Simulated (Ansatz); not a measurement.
Starting cell, PbS (rock salt):

```yaml
crystal:
  lattice:
    - [0.00000, 5.97499, 5.97499]
    - [2.98749, 0.00000, 2.98749]
    - [2.98749, 2.98749, 0.00000]
  atoms:
    - { symbol: S, position: [0.00000, 0.00000, 0.00000] }
    - { symbol: S, position: [0.50000, 0.00000, 0.00000] }
    - { symbol: Pb, position: [0.25000, 0.50000, 0.50000] }
    - { symbol: Pb, position: [0.75000, 0.50000, 0.50000] }
```

The atoms are displaced by Q × the pattern below (from a DFPT mode at L = (0.5, 0.0, 0.0), largest move 1; Q in Å), at fixed cell. It is one choice among 2 degenerate patterns. (q is in reciprocal vectors of the primitive cell; the cell shown is doubled to hold the pattern.)

```csv
atom,x,y,z
Pb3,0.285,-0.520,0.805
Pb4,-0.285,0.520,-0.805
```

Atoms not listed stay in place.

Calculation: r2SCAN (plane waves to 500 eV, PAW, scalar-relativistic; Ansatz, a program for electronic structure). k mesh 5×10×10 (Γ-centred), Fermi-Dirac smearing 0.05 eV. PbS was relaxed with its symmetry unable to fall. Spin-orbit coupling is left out, though Pb is heavy. The PAW data are Ansatz's earlier set. 

| Q (Å) | −dE/dQ from forces (eV/Å) |
|---|---|
| -0.180 | 0.678 |
| -0.150 | 0.557 |
| -0.120 | 0.440 |
| -0.090 | 0.327 |
| -0.060 | 0.216 |
| -0.030 | 0.108 |
| 0.000 | 0.000 |
| 0.030 | -0.108 |
| 0.060 | -0.216 |
| 0.090 | -0.327 |
| 0.120 | -0.440 |
| 0.150 | -0.557 |
| 0.180 | -0.678 |

What harmonic wavenumber does the curvature at Q = 0 give?

49 cm⁻¹. E″ = 3.59 eV/Å², M = Σ mᵢ|uᵢ|² = 414.4 u, ν̃ = 521.5·√(|E″|/M).

(A displaced cell: forces are minus the slopes of the energy, force constants its curvatures, and phonons follow from these.)
